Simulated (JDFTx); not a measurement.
An input for a modified build of JDFTx (Cu(100), linear PCM (GLSSA13), water, 1 M NaF; bohr, hartree) and the course of its log:

```
lattice \
  4.7802984669 0.0000000000 0.0000000000 \
  0.0000000000 4.7802984669 0.0000000000 \
  0.0000000000 0.0000000000 43.8416460913
coords-type Lattice
ion Cu 0.0000000000 0.0000000000 -0.1541995690 0
ion Cu 0.5000000000 0.5000000000 -0.0770997840 0
ion Cu 0.0000000000 0.0000000000 0.0000000000 0
ion Cu 0.5000000000 0.5000000000 0.0770997840 0
ion Cu 0.0000000000 0.0000000000 0.1541995690 0
ion-species pseudo/cu_pbe_v1.2.upf
elec-cutoff 20 200
elec-ex-corr gga-PBE
coulomb-interaction Slab 001
coulomb-truncation-embed 0 0 0
kpoint-folding 8 8 1
elec-smearing Fermi 0.01
elec-n-bands 61
electronic-scf nIterations 100 energyDiffThreshold 1e-08
fluid LinearPCM
pcm-variant GLSSA13
fluid-solvent H2O
fluid-cation Na+ 1
fluid-anion F- 1
fluid-minimize nIterations 400 knormThreshold 1e-11
wavefunction read vac.wfns
elec-initial-eigenvals vac.eigenvals
dump-name f0.$VAR
dump End State Ecomponents EigStats BandEigs Forces ElecDensity IonicPositions Fillings Kpoints Dtot FluidDebug BoundCharge FluidDensity
```

```
[one cycle in 5 is shown, and the last three; fluid-solver lines are left out]
	FillingsUpdate:  mu: -0.159157433  nElectrons: 95.000000
SCF: Cycle:  0   F: -1009.183312145599643   dF: -5.380e-06   |Residual|: 4.136e-04   |deigs|: 3.275e-04
	FillingsUpdate:  mu: -0.159031695  nElectrons: 95.000000
SCF: Cycle:  5   F: -1009.183312889988088   dF: -3.558e-08   |Residual|: 5.890e-05   |deigs|: 4.657e-05
	FillingsUpdate:  mu: -0.158991251  nElectrons: 95.000000
SCF: Cycle: 10   F: -1009.183312886846011   dF: -2.489e-08   |Residual|: 7.184e-05   |deigs|: 3.461e-05
	FillingsUpdate:  mu: -0.159017725  nElectrons: 95.000000
SCF: Cycle: 15   F: -1009.183312854295764   dF: +7.655e-09   |Residual|: 6.971e-05   |deigs|: 9.373e-06
	FillingsUpdate:  mu: -0.158978447  nElectrons: 95.000000
SCF: Cycle: 20   F: -1009.183312526253644   dF: +3.205e-08   |Residual|: 2.867e-04   |deigs|: 1.598e-05
	FillingsUpdate:  mu: -0.159017039  nElectrons: 95.000000
SCF: Cycle: 25   F: -1009.183312882814903   dF: -9.638e-09   |Residual|: 4.932e-05   |deigs|: 4.484e-05
	FillingsUpdate:  mu: -0.159021237  nElectrons: 95.000000
SCF: Cycle: 30   F: -1009.183312896733355   dF: -1.415e-08   |Residual|: 3.329e-05   |deigs|: 1.922e-05
	FillingsUpdate:  mu: -0.159014539  nElectrons: 95.000000
SCF: Cycle: 35   F: -1009.183312871193834   dF: +2.093e-08   |Residual|: 1.399e-04   |deigs|: 1.919e-05
	FillingsUpdate:  mu: -0.158977662  nElectrons: 95.000000
SCF: Cycle: 40   F: -1009.183312845878390   dF: +9.422e-09   |Residual|: 4.141e-05   |deigs|: 1.987e-05
	FillingsUpdate:  mu: -0.159003111  nElectrons: 95.000000
SCF: Cycle: 45   F: -1009.183312892635286   dF: -2.877e-07   |Residual|: 3.879e-05   |deigs|: 1.032e-04
	FillingsUpdate:  mu: -0.159018925  nElectrons: 95.000000
SCF: Cycle: 50   F: -1009.183312882595601   dF: -2.029e-08   |Residual|: 7.497e-05   |deigs|: 5.970e-05
	FillingsUpdate:  mu: -0.159044072  nElectrons: 95.000000
SCF: Cycle: 55   F: -1009.183312900664419   dF: -4.873e-08   |Residual|: 3.257e-05   |deigs|: 3.888e-05
	FillingsUpdate:  mu: -0.159016424  nElectrons: 95.000000
SCF: Cycle: 60   F: -1009.183312895482231   dF: -3.985e-08   |Residual|: 5.231e-05   |deigs|: 4.336e-05
	FillingsUpdate:  mu: -0.158991990  nElectrons: 95.000000
SCF: Cycle: 65   F: -1009.183312852770882   dF: -3.889e-09   |Residual|: 3.407e-05   |deigs|: 4.956e-06
	FillingsUpdate:  mu: -0.158996493  nElectrons: 95.000000
SCF: Cycle: 70   F: -1009.183312796593327   dF: +9.787e-08   |Residual|: 8.152e-05   |deigs|: 3.741e-05
	FillingsUpdate:  mu: -0.159012147  nElectrons: 95.000000
SCF: Cycle: 75   F: -1009.183312877275398   dF: +2.316e-08   |Residual|: 4.220e-05   |deigs|: 2.051e-05
	FillingsUpdate:  mu: -0.159028409  nElectrons: 95.000000
SCF: Cycle: 80   F: -1009.183312894759410   dF: +3.928e-09   |Residual|: 6.920e-05   |deigs|: 2.733e-05
	FillingsUpdate:  mu: -0.159022095  nElectrons: 95.000000
SCF: Cycle: 85   F: -1009.183312879924756   dF: +1.693e-08   |Residual|: 8.185e-05   |deigs|: 1.050e-05
	FillingsUpdate:  mu: -0.159018611  nElectrons: 95.000000
SCF: Cycle: 90   F: -1009.183312891202718   dF: -1.780e-08   |Residual|: 5.372e-05   |deigs|: 1.285e-05
	FillingsUpdate:  mu: -0.158995462  nElectrons: 95.000000
SCF: Cycle: 95   F: -1009.183312857935675   dF: -1.397e-08   |Residual|: 6.002e-05   |deigs|: 9.743e-06
	FillingsUpdate:  mu: -0.159028385  nElectrons: 95.000000
SCF: Cycle: 97   F: -1009.183312896397865   dF: -9.302e-09   |Residual|: 6.365e-05   |deigs|: 2.643e-05
	FillingsUpdate:  mu: -0.159030536  nElectrons: 95.000000
SCF: Cycle: 98   F: -1009.183312895338872   dF: +1.059e-09   |Residual|: 4.227e-05   |deigs|: 1.516e-05
	FillingsUpdate:  mu: -0.159000302  nElectrons: 95.000000
SCF: Cycle: 99   F: -1009.183312848107448   dF: +4.723e-08   |Residual|: 9.886e-05   |deigs|: 3.349e-05
SCF: None of the convergence criteria satisfied after 100 iterations.
IonicMinimize: Iter:   0  F: -1009.183312848107448  |grad|_K:  0.000e+00
IonicMinimize: Converged (|grad|_K<1.000000e-04).
```

This run gave no converged result. The loop ran out of cycles short of its threshold. It has stalled and not diverged: the last ten energies span 9e-08 Ha, so the total is near its end, but levels, forces and charges aren't shown converged.
